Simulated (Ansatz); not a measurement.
Na2CdSn: pressure against volume

A database entry relaxed whole under r2SCAN (P6_3/mmc):

```
Na Cd Sn
1.0
     4.99523    0.00000    0.00000
    -2.49762    4.32600    0.00000
     0.00000    0.00000   10.06835
Na Cd Sn
4 2 2
Direct
  0.33333 0.66667 0.41743
  0.66667 0.33333 0.91743
  0.33333 0.66667 0.08257
  0.66667 0.33333 0.58257
  0.00000 0.00000 0.25000
  0.00000 0.00000 0.75000
  0.33333 0.66667 0.75000
  0.66667 0.33333 0.25000
```

The cell was scaled uniformly, its shape held, and the atoms relaxed at each volume with plane-wave PAW DFT (Ansatz 0.2.0; r2SCAN, 500 eV, 8×8×4 Γ-centred mesh, fermi-dirac occupations of width 0.100 eV; no spin, no spin-orbit coupling). One row is withheld.

```json
{"volume (Å³/atom)": "25.565", "energy over the lowest (meV/atom)": "9.9", "pressure (GPa)": "2.05"}
{"volume (Å³/atom)": "26.108", "energy over the lowest (meV/atom)": "4.3", "pressure (GPa)": "1.29"}
{"volume (Å³/atom)": "26.652", "energy over the lowest (meV/atom)": "?", "pressure (GPa)": "?"}
{"volume (Å³/atom)": "27.196", "energy over the lowest (meV/atom)": "0.0", "pressure (GPa)": "0.01"}
{"volume (Å³/atom)": "27.740", "energy over the lowest (meV/atom)": "0.9", "pressure (GPa)": "-0.52"}
{"volume (Å³/atom)": "28.284", "energy over the lowest (meV/atom)": "3.4", "pressure (GPa)": "-0.98"}
{"volume (Å³/atom)": "28.828", "energy over the lowest (meV/atom)": "7.5", "pressure (GPa)": "-1.40"}
```

Fit the pressures of the other rows to the third-order Birch-Murnaghan form.

With f = [(V₀/V)^(2/3) − 1]/2 and P = 3B₀f(1 + 2f)^(5/2)[1 + 3(B₀′ − 4)f/2], least squares gives V₀ = 27.21 Å³ an atom, B₀ = 28.1 GPa and B₀′ = 5.1; the rows miss the fit by less than 0.01 GPa. The slope of the energies differs from these pressures by less than 0.05 GPa.

What does the withheld row hold?

The fit gives 0.61 GPa at 26.652 Å³; the run gave 0.61 GPa and 1.0 meV an atom.

Caveats: the shape of the cell was held, so B₀ is an upper bound where the axes differ in stiffness; 0 K, fixed nuclei; the symmetry was kept, and this need not be the phase that is stable at 0 K; one mesh for all volumes; pressure is positive in compression.
